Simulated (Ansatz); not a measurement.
HfTeS:
Space group P3m1 (No. 156); a = b = 3.813 Å, c = 6.459 Å, α = β = 90.00°, γ = 120.00°

```json
[
 {"atom": "Hf", "site": "1b", "symmetry": "3m.", "x": "0.3333", "y": "0.6667", "z": "0.0301"},
 {"atom": "Te", "site": "1a", "symmetry": "3m.", "x": "0.0000", "y": "0.0000", "z": "0.7415"},
 {"atom": "S", "site": "1c", "symmetry": "3m.", "x": "0.6667", "y": "0.3333", "z": "0.2285"}
]
```

Relaxed with r²SCAN+D4.

Problem. Tabulate the valence density and the electron localisation function along the shortest Hf–S contact (2.55 Å), the program Ansatz at the r²SCAN+D4 level (PAW).

Solution. 

```
distance from Hf (Å)  density (e/Å³)   ELF
--------------------  --------------  ----
0.25                           26.84  0.81
0.38                           18.94  0.84
0.51                           11.66  0.84
0.64                            6.30  0.80
0.76                            3.06  0.67
0.89                            1.42  0.45
1.02                            0.73  0.27
1.15                            0.49  0.24
1.27                            0.46  0.41
1.40                            0.53  0.66
1.53                            0.66  0.81
1.66                            0.85  0.86
1.78                            1.06  0.86
1.91                            1.19  0.81
2.04                            1.15  0.65
2.17                            0.89  0.34
2.29                            0.47  0.07
```

The density is the valence pseudo-density with augmentation charge, so density and ELF within about 1 Å of a nucleus are not all-electron values.

The workflow started from a Materials Project entry (that database holds measured and hypothetical structures alike); the Crystallography Open Database copy checked does not list it. Its standing as an ambient phase is unchecked. The r²SCAN+D4 relaxation kept the symmetry of its start; its stability against distortions is not shown here. The run is not spin-polarised. Scalar-relativistic: spin–orbit coupling is off unless named, which matters more the heavier the elements.

Potentials: the later of the program's two PAW sets.
